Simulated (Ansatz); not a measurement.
SrTiO₃ (cubic perovskite)

Space group Pm-3m (No. 221); a = b = c = 3.8911 Å, α = β = γ = 90.00°

```json
[
 {"atom": "Sr", "site": "1a", "symmetry": "m-3m", "x": "0.0000", "y": "0.0000", "z": "0.0000"},
 {"atom": "Ti", "site": "1b", "symmetry": "m-3m", "x": "0.5000", "y": "0.5000", "z": "0.5000"},
 {"atom": "O", "site": "3c", "symmetry": "4/mm.m", "x": "0.0000", "y": "0.5000", "z": "0.5000"}
]
```

The relaxed cell is deformed in two ways at once: its volume V is scaled, and at that volume it is stretched along z (the c axis of the conventional cell) so that c/a changes. Fractional atomic positions are held.

Method: PBEsol (plane waves to 420 eV, PAW, scalar-relativistic; Ansatz, a first-principles code). k mesh 9×9×9 (Γ-centred), Fermi-Dirac smearing 0.05 eV. Energies are smeared free energies. SrTiO3 is run without spin polarisation. SrTiO3 was relaxed with its symmetry unable to fall. The zero of ΔE is the relaxed starting cell.

| ΔE (eV/atom) | V/V₀ = 0.960 | V/V₀ = 0.980 | V/V₀ = 1.000 | V/V₀ = 1.020 | V/V₀ = 1.040 |
|---|---|---|---|---|---|
| (c/a)/(c/a)₀ = 0.920 | 0.0644 | 0.0522 | 0.0462 | 0.0459 | 0.0507 |
| (c/a)/(c/a)₀ = 0.960 | 0.0238 | 0.0141 | … | 0.0124 | 0.0193 |
| (c/a)/(c/a)₀ = 1.000 | 0.0117 | … | 0.0000 | 0.0026 | 0.0101 |
| (c/a)/(c/a)₀ = 1.040 | 0.0221 | 0.0125 | 0.0089 | 0.0109 | 0.0179 |
| (c/a)/(c/a)₀ = 1.080 | 0.0506 | … | 0.0336 | 0.0338 | … |

Q: What belongs in the gaps?

A: 
- (c/a)/(c/a)₀ = 0.960, V/V₀ = 1.000: 0.0105
- (c/a)/(c/a)₀ = 1.000, V/V₀ = 0.980: 0.0028
- (c/a)/(c/a)₀ = 1.080, V/V₀ = 0.980: 0.0390
- (c/a)/(c/a)₀ = 1.080, V/V₀ = 1.040: 0.0390

(A scan under strain: stresses follow from slopes of the energy per volume, elastic moduli from its curvatures.)
